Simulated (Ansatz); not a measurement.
The relaxed structure here is a generated cell of Hf3N4: the first start was made by a random draw of sites in a space group, and the end was not matched to a known phase here, so it may be hypothetical.

A relaxed structure of Hf$_{3}$N$_{4}$. Computed with r2SCAN (plane waves to 500 eV, PAW, scalar-relativistic; Ansatz, a quantum-chemistry and plane-wave program).

```
CELL_PARAMETERS angstrom
      0.00000     4.17541     4.21678
      3.29411     0.00000     4.21678
      3.29411     4.17541     0.00000
ATOMIC_POSITIONS crystal
  Hf 0.50000 0.50000 0.50000
  Hf 0.75000 0.75000 0.75000
  Hf 0.25000 0.25000 0.25000
  N  0.34607 0.82436 0.17564
  N  0.17564 0.65393 0.34607
  N  0.82436 0.34607 0.65393
  N  0.65393 0.17564 0.82436
```

Question: Determine the symmetry and give the standard cell with its independent sites.

Answer: Space group Fmmm (No. 69); a = 6.5882 Å, b = 8.3508 Å, c = 8.4336 Å, α = 90.00°, β = 90.00°, γ = 90.00°

```json
[
 {"atom": "Hf", "site": "4b", "symmetry": "mmm", "x": "0.5000", "y": "0.5000", "z": "0.5000"},
 {"atom": "Hf", "site": "8f", "symmetry": "222", "x": "0.2500", "y": "0.2500", "z": "0.2500"},
 {"atom": "N", "site": "16m", "symmetry": "m..", "x": "0.0000", "y": "0.2609", "z": "0.0852"}
]
```

Question: Give the shortest distances between elements (the closest pairs, up to four, under 3.6 Å).

Answer: N–N 1.44 Å; Hf–N 2.12 Å; Hf–Hf 3.29 Å.

- Volume per atom: 16.57 Å³
- Band gap: no gap (metallic)

The relaxed cell holds bonded N–N pairs (1.44 Å). No spin polarisation in the result.

The run could not lower the symmetry of its start; a shaken copy of this end point relaxes with r2SCAN to Cm (No. 8), 0.38 eV/atom lower.
